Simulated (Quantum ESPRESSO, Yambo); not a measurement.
**Quasiparticle gap of TiO$_{2}$**

```
CELL_PARAMETERS angstrom
      4.81270     0.00000     0.00000
      0.00000     4.87188     0.00000
     -0.86289     0.00000     4.96659
ATOMIC_POSITIONS crystal
  O  0.44536 0.74237 0.96677
  O  0.55464 0.25763 0.03323
  O  0.55464 0.24237 0.53323
  O  0.44536 0.75763 0.46677
  O  0.06384 0.32303 0.35156
  O  0.93616 0.67697 0.64844
  O  0.93616 0.82303 0.14844
  O  0.06384 0.17697 0.85156
  Ti 0.27744 0.44719 0.71315
  Ti 0.72256 0.55281 0.28685
  Ti 0.72256 0.94719 0.78685
  Ti 0.27744 0.05281 0.21315
```

The geometry is that of Materials Project entry mp-430, symmetrised and not relaxed again.

Starting point: PBEsol (Quantum ESPRESSO, PseudoDojo norm-conserving, 84 Ry, without SOC). G0W0 in Yambo: 4×2×2 Γ-centred k mesh, bands 5 to 242 and a 8 Ry block in the screening, 242 bands in G with the Bruneval-Gonze terminator, plasmon pole fitted at 27.2 eV.

- PBEsol gap along the band path: 2.28 eV
- PBEsol gap between the mesh's edge points (Γ → (-0.5, 0, 0)): 2.28 eV
- G0W0 gap between the same points: 3.65 eV
- PBEsol smallest direct gap on the mesh (at (-0.5, 0, 0)): 2.35 eV
- G0W0 direct gap at that point: 3.71 eV

| k point | band | E PBEsol (eV) | E QP (eV) | shift (eV) | Z |
|---|---|---|---|---|---|
| Γ | VB | 0.00 | -0.15 | -0.15 | 0.76 |
| Γ | CB | 2.45 | 3.73 | 1.29 | 0.77 |
| (0, 0, -0.5) | VB | -0.41 | -0.58 | -0.17 | 0.77 |
| (0, 0, -0.5) | CB | 2.66 | 3.95 | 1.29 | 0.77 |
| (0, -0.5, -0.5) | VB | -0.84 | -1.00 | -0.16 | 0.77 |
| (0, -0.5, -0.5) | CB | 2.69 | 3.97 | 1.29 | 0.77 |
| (-0.5, 0, 0) | VB | -0.06 | -0.22 | -0.16 | 0.76 |
| (-0.5, 0, 0) | CB | 2.28 | 3.49 | 1.21 | 0.78 |
| (-0.5, 0, -0.5) | VB | -0.63 | -0.83 | -0.20 | 0.76 |
| (-0.5, 0, -0.5) | CB | 2.36 | 3.60 | 1.23 | 0.78 |
| (-0.5, -0.5, 0) | VB | -0.74 | -0.94 | -0.20 | 0.77 |
| (-0.5, -0.5, 0) | CB | 2.71 | 4.00 | 1.28 | 0.77 |
| (-0.5, -0.5, -0.5) | VB | -0.92 | -1.13 | -0.21 | 0.77 |
| (-0.5, -0.5, -0.5) | CB | 2.55 | 3.76 | 1.21 | 0.77 |

Energies count from the PBEsol valence-band maximum.

Nearest settings tried, and what they do to the gap: 164 bands in W, 164 bands in G: -1 meV; 3 Ry block (77 vectors against 301): +356 meV. Not varied: mesh. So the settings aren't converged at that level.

This is not the ordinary phase of the substance.
